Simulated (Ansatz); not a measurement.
## W: reading a single point

```xyz
2
Lattice="1.7944 3.1079 0.0000 -1.7944 3.1079 0.0000 -1.7944 1.0360 3.1310" Properties=species:S:1:pos:R:3 pbc="T T T"
W    -1.7944    3.1079    2.2356
W     0.0000    4.1439    0.8955
```

Level: r2SCAN, no spin polarisation; 500 eV; 13×13×13 Γ-centred mesh; gaussian occupations (width 0.2579 eV); Ansatz 0.2.0, fixed geometry.

Q: Where is the largest force?

A: The largest is on W1 (and as large on other atoms): 2.80 eV/Å, components (0.00, 0.00, 2.80). It makes 123° with the line to a nearest neighbour, W2 at 2.47 Å.

Q: Is the cell too large or too small?

A: The pressure is 13.1 GPa (compression positive), so with the atoms held at these fractions the cell would first expand; the forces are large, so a full relaxation may end otherwise. The principal stresses 8.7, 8.7, 22.1 GPa differ, so its shape would change too.

Q: What do density and ELF say about some of the short contacts?

A: W–W at 2.47 Å: least valence density 0.71 e/Å³ and ELF 0.44 there. Both are smooth PAW fields, read partly inside the augmentation spheres.

Q: Metal or insulator?

A: It is a metal, with about 1.7 states/eV a cell as the mean within 0.25 eV of the Fermi level, mostly W d (91 %).

Origin: a known structure type with other elements, at an estimated volume, so it need not be a known compound. Caveats: atoms or cell far from equilibrium; wide smearing.

It took 63 s on 1 thread of Arm Neoverse V1, on a shared host, peak memory 0.5 GiB, starting from a saved density. The time holds forces, stress, Bader, DOS, ELF.
